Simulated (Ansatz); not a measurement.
Consider the following.

SiO$_{2}$:
```yaml
crystal:
  lattice:
    - [4.15498, 0.00000, 0.00000]
    - [0.00000, 4.15498, 0.00000]
    - [0.00000, 0.00000, 2.66136]
  atoms:
    - { symbol: Si, position: [0.50000, 0.50000, 0.50000] }
    - { symbol: Si, position: [0.00000, 0.00000, 0.00000] }
    - { symbol: O, position: [0.69443, 0.69443, 0.00000] }
    - { symbol: O, position: [0.30557, 0.30557, 0.00000] }
    - { symbol: O, position: [0.80557, 0.19443, 0.50000] }
    - { symbol: O, position: [0.19443, 0.80557, 0.50000] }
```

This is the LDA-relaxed structure. x, y and z are the axes in which the lattice vectors are written.

Task: All from LDA (plane waves, PAW; program Ansatz), unless another level is named. Estimate the vibrational entropy at 300 K.

Result: 8.2 J/(K·mol of atoms).

Task: Give the Young's modulus.

Result: 538 GPa.

Task: Predict the elastic constants (relaxed ions, GPa).

Result: C11 = 452, C12 = 223, C13 = 196, C33 = 749, C44 = 253, C66 = 326.

Task: Next, the highest zone-centre frequency (without LO–TO term)?

Result: 117.4 meV.

Space group P4_2/mnm (rutile). This is a known high-pressure phase of the composition, computed here at zero pressure and temperature. Symmetry was held in the LDA relaxation; phonons on a q-mesh show no instability.

Potentials: the earlier of the program's two PAW sets.
